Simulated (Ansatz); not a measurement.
This run works on a generated trial structure, not on a known crystal.

Input and command of a plane-wave DFT calculation in Ansatz:

```yaml
crystal:
  lattice:
    - [5.109919071, 0.0, 0.0]
    - [-2.5549595355, 4.4253197268, 0.0]
    - [0.0, 0.0, 5.5226408383]
  atoms:
    - { symbol: Ga, position: [0.3333333333, 0.6666666667, 0.7633419502] }
    - { symbol: Ga, position: [0.6666666667, 0.3333333333, 0.2366580498] }
    - { symbol: Ga, position: [0.0, 0.0, 0.0] }
    - { symbol: B, position: [0.0, 0.0, 0.5] }
    - { symbol: Sb, position: [0.3333333333, 0.6666666667, 0.2715115758] }
    - { symbol: Sb, position: [0.6666666667, 0.3333333333, 0.7284884242] }
basis:
  ecutwfc: 420
kpoints:
  mp_grid: { grid: [12, 12, 8] }
hamiltonian:
  xc: pbe
scf:
  occupations: { method: gaussian, width: 0.1 }
output:
  forces: true
  stress: true
  eigenvalues: true
  write_density: true
  write_potential: true
  elf: true
  volumetric_format: npy
relax:
  adjacent_minimum: "off"
  f_tol: 0.01
  max_steps: 80
  cell: { stress_tol: 0.05 }
```

```bash
ansatz run input.yaml --threads 1 --pin off --max-ram 2560MiB --backend cpu --events-out ev --progress --plain --runs-dir out
```

Processor: AMD EPYC 9R45 96-Core Processor (Zen 5), 1 thread, on a host shared with other jobs.

Task: Estimate time, memory and problem size.

Result: About 18 min, peak memory 0.85 GiB. It solves 44 bands at 131 k points (after reduction by symmetry) with about 2311 plane waves (on the last cell), in 385 SCF iterations over 51 ionic steps.
